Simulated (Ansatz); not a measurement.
Starting cell, C (diamond):

```
C
1.0
    0.00000     3.56028     3.56028
    1.78014     1.78014     3.56028
    1.78014     1.78014     0.00000
C
4
Direct
  0.00000   0.50000   0.50000
  0.50000   0.50000   0.50000
  0.00000   0.75000   0.75000
  0.50000   0.75000   0.75000
```

The atoms are displaced by Q × the pattern below (from a DFPT mode at X = (0.5, 0.5, 0.0), largest move 1; Q in Å), at fixed cell. It is one choice among 2 degenerate patterns. (q is in reciprocal vectors of the primitive cell; the cell shown is doubled to hold the pattern.)

```csv
atom,x,y,z
C1,-0.817,-0.576,0.000
C2,0.817,0.576,0.000
C3,-0.576,-0.817,0.000
C4,0.576,0.817,0.000
```

The numbers are results of r2SCAN (plane waves to 500 eV, PAW, scalar-relativistic; Ansatz, an electronic-structure program), not measurements. k mesh 16×16×16 (Γ-centred), Fermi-Dirac smearing 0.05 eV. The energy includes the smearing's −TS. C was relaxed with its symmetry unable to fall. The zero of ΔE is the undisplaced structure.

| Q (Å) | ΔE (meV/cell) |
|---|---|
| -0.2800 | 4445 |
| -0.2333 | 3109 |
| -0.1867 | 1995 |
| -0.1400 | withheld |
| -0.0933 | 497 |
| -0.0467 | 124 |
| 0.0000 | 0 |
| 0.0467 | 124 |
| 0.0933 | 497 |
| 0.1400 | withheld |
| 0.1867 | 1995 |
| 0.2333 | 3109 |
| 0.2800 | 4445 |

Fit an even polynomial form (powers 2, 4, 6) to the given rows and predict ΔE at Q = 0.1400.

Least squares on the 11 given rows: ΔE = (56940)·Q² + (17880)·Q⁴ + (-267400)·Q⁶, in meV/cell with Q in Å; root-mean-square residual 0.2 meV/cell. At 0.1400 the fit gives 1121 meV/cell; the calculation gives 1121 meV/cell, the same to the digits shown. The quadratic term alone would give 1116 meV/cell.

(For displaced atoms, the force is minus the slope of the energy, and its curvature is a force constant, which sets phonon frequencies.)
